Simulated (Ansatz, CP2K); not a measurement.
**The equilibrium volume of SiO, sorted by core time**

Space group Pm-3m (No. 221). a = 2.807 Å, b = 2.807 Å, c = 2.807 Å, α = 90.00°, β = 90.00°, γ = 90.00°
```
atom  site  symmetry       x       y       z
  Si    1a      m-3m  0.0000  0.0000  0.0000
   O    1b      m-3m  0.5000  0.5000  0.5000
```

The cell comes from a database or a generator and needn't be the stable form of this composition.

| rung | level | program and potentials | cutoff (eV) | k mesh | smearing | task | core time | chip | equilibrium volume (Å³/atom) | notes |
| --- | --- | --- | --- | --- | --- | --- | --- | --- | --- | --- |
| GGA | PBE | Ansatz, Ansatz PAW (earlier soft set) | 420 | 9 × 9 × 9 | fermi-dirac 0.05 | equation of state | 3.7 s | Intel Xeon | 11.07 | - |
| hybrid | HSE03 | Ansatz, Ansatz PAW | 420 | 5 × 5 × 5 | fermi-dirac 0.05 | relaxation of cell and atoms | 28 s | Arm Neoverse V1 | 10.95 | coarse mesh; potentials made for PBE, which Ansatz adapts in part |
| hybrid | HSE06 | Ansatz, Ansatz PAW | 420 | 5 × 5 × 5 | fermi-dirac 0.05 | relaxation of cell and atoms | 31 s | Arm Neoverse V2 | 10.93 | coarse mesh; potentials made for PBE, which Ansatz adapts in part |
| GGA | RPBE | CP2K, POTENTIAL_UZH Si GTH-PBE-q4, O GTH-PBE-q6; TZVP-MOLOPT-PBE-GTH basis | - | 7 × 7 × 7 | fermi-dirac 0.05 | relaxation of cell and atoms | 1.9 min | Intel Xeon Platinum 8259CL Skylake/Cascade Lake | 11.16 | atomic basis; potentials made for PBE |
| GGA | PBE | CP2K, POTENTIAL_UZH Si GTH-PBE-q4, O GTH-PBE-q6; TZVP-MOLOPT-PBE-GTH basis | - | 9 × 9 × 9 | fermi-dirac 0.05 | equation of state | 3 min | Arm Neoverse V1 | 11.09 | atomic basis |

Times are single runs on shared hosts and different chips, so they are rough; meshes, cutoffs and the tasks' sizes weigh on the time. All rows: no spin polarisation. Smearing widths are in eV. For a metal such meshes aren't converged. Meshes differ between rows, which moves values too. Meshes are those of the run's cell of 2 atoms unless a note names another. Relaxations start from the cell shown or near it and stop with a little pressure left. Runs on faulty files, with rough fits or with known faults for this quantity aren't shown. No row holds spin-orbit coupling.

By rung: GGA 11.07; GGA in atomic bases 11.09 to 11.16; hybrid on coarse meshes 10.93 to 10.95 (Å³/atom).
